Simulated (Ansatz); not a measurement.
LiTaO3 in space group P4/mbm (No. 127; Li on 2c, Ta on 2a, O on 2b, O on 4g) at seven volumes, PBEsol in the plane-wave PAW code Ansatz, shape and atoms relaxed at each. One row is withheld.

```json
[
 {"V (Å³/atom)": "10.271", "P (GPa)": "18.63"},
 {"V (Å³/atom)": "10.610", "P (GPa)": "11.23"},
 {"V (Å³/atom)": "10.948", "P (GPa)": "?"},
 {"V (Å³/atom)": "11.287", "P (GPa)": "-0.01"},
 {"V (Å³/atom)": "11.626", "P (GPa)": "-4.25"},
 {"V (Å³/atom)": "11.964", "P (GPa)": "-7.74"},
 {"V (Å³/atom)": "12.303", "P (GPa)": "-10.65"}
]
```

Task: Fit the shown pressures and predict the withheld one.

Result: P = (3/2)B₀(x^(7/2) − x^(5/2))[1 + (3/4)(B′ − 4)(x − 1)] with x = (V₀/V)^(2/3). Least squares on the six rows gives V₀ = 11.286 Å³/atom, B₀ = 155 GPa, B′ = 5.21. At V = 10.948, x = 1.0205 and P = 5.10 GPa. The run itself gave 5.06 GPa.

The workflow started from a Materials Project entry (that database holds measured and hypothetical structures alike); the Crystallography Open Database copy checked does not list it. It is not the phase usual at ambient conditions (space group No. 161). Symmetry was held in the PBEsol relaxation; its stability against distortions is not shown here. No spin polarisation was allowed. Spin–orbit coupling is left out wherever it is not named.

Potentials: the later of the program's two PAW sets.
